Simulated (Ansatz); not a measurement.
2 distorted cells of H3Cl, built from the ReO3 structure. Ansatz, all-electron LAPW; functional PBE; scalar relativity, no spin–orbit coupling, point nuclei. Occupations are Fermi–Dirac at 0.15 eV on a coarse k-mesh, 2×2×2 (half-step shift); the results hold for that mesh. For a metal, stress, forces and moments on so few k-points can be far from the converged ones. The run is spin-unpolarised.

(1) Order these from lowest to highest E − TS per atom, as computed on this mesh.
A.
10.04 Å³ an atom
```yaml
crystal:
  lattice:
    - [3.40507, -0.00460, 0.04402]
    - [-0.00460, 3.43563, -0.03641]
    - [0.04402, -0.03641, 3.43295]
  atoms:
    - { symbol: Cl, position: [0.16124, 0.00700, 0.00518] }
    - { symbol: H, position: [0.80275, 0.00475, 0.98198] }
    - { symbol: H, position: [0.17662, 0.50618, 0.98499] }
    - { symbol: H, position: [0.17464, 0.02453, 0.48713] }
```
B.
12.68 Å³ an atom
```yaml
crystal:
  lattice:
    - [3.78511, -0.03490, -0.10436]
    - [-0.03490, 3.62436, -0.11839]
    - [-0.10436, -0.11839, 3.70553]
  atoms:
    - { symbol: Cl, position: [0.89682, 0.94299, 0.19779] }
    - { symbol: H, position: [0.41422, 0.00460, 0.20815] }
    - { symbol: H, position: [0.93439, 0.52779, 0.17797] }
    - { symbol: H, position: [0.89983, 0.98655, 0.67746] }
```

## Answers

(1) B (lowest), A (+0.31 eV an atom).
